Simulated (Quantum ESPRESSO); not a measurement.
## NAlSi6 (a curve over one atom's position)

A calculation, not a measurement. The program is pw.x of Quantum ESPRESSO 7.5 (plane-wave density functional theory). The cell is made up: 8 atoms on a zincblende/diamond lattice, with randomly drawn elements, strain and displacements, not relaxed. PseudoDojo standard norm-conserving files (v0.5 for PBE, v0.4.1 for LDA and PBEsol) set the functional; there is no spin polarisation, spin-orbit coupling or dispersion term, and the masses in the input are unused placeholders.

Seven runs move atom 1 (N, counted in the order of the input) along y and keep all else fixed.

Input of the run at +0.0122:

```
&control calculation='scf', pseudo_dir='./dojo.nc.sr.pbe.v0_5.standard.upf', outdir='./o', disk_io='low', tprnfor=.true., tstress=.true. /
&system ibrav=0, nat=8, ntyp=3, nbnd=26, ecutwfc=84.00895049, nosym=.true., tot_charge=0,
 occupations='smearing', smearing='fd', degauss=0.0073498644
/
&electrons conv_thr=7.350e-09, electron_maxstep=60, /
ATOMIC_SPECIES
Al 1.0 Al.upf
N 1.0 N.upf
Si 1.0 Si.upf
CELL_PARAMETERS angstrom
5.5732 0.0343 0.0325
0.0343 5.5842 0.0313
0.0325 0.0313 5.5597
ATOMIC_POSITIONS angstrom
N -0.0241 0.0309 0.0199
Al 0.0612 2.7662 2.8058
Si 2.7911 0.0558 2.8041
Si 2.8181 2.8215 0.0562
Si 1.4247 1.3886 1.4189
Si 1.4279 4.2331 4.2208
Si 4.2037 1.4474 4.2032
Si 4.2241 4.225 1.4209
K_POINTS automatic
6 6 6 1 1 1
```

| shift of atom 1 along y (Å) | free energy less that of the input shown (eV) | Fx on atom 1 (eV/Å) | Fy on atom 1 (eV/Å) | Fz on atom 1 (eV/Å) | pressure (GPa) | iterations |
| --- | --- | --- | --- | --- | --- | --- |
| -0.1011 | -0.0217 | -0.052 | -0.084 | -0.121 | -7.71 | 11 |
| -0.0624 | -0.0170 | -0.050 | -0.158 | -0.123 | -7.72 | 11 |
| -0.0300 | -0.0109 | -0.048 | -0.219 | -0.124 | -7.73 | 11 |
| +0.0122 | 0.0000 | -0.045 | -0.299 | -0.125 | -7.73 | 11 |
| +0.0481 | 0.0119 | -0.042 | -0.365 | -0.125 | -7.73 | 11 |
| +0.0744 | 0.0222 | -0.040 | -0.414 | -0.124 | -7.72 | 11 |
| +0.1566 | 0.0622 | -0.033 | -0.560 | -0.122 | -7.68 | 11 |

A cubic fit gives dFy/dy = -1.87 eV/Å² at zero shift. Across the table the free energy follows the integral of the force to within 0.1 meV. A rerun of one of the cells at 1437 eV and a 8 x 8 x 8 mesh moved values by no more than 0.002 eV in energy, 0.03 GPa in stress and 0.012 eV/Å in force.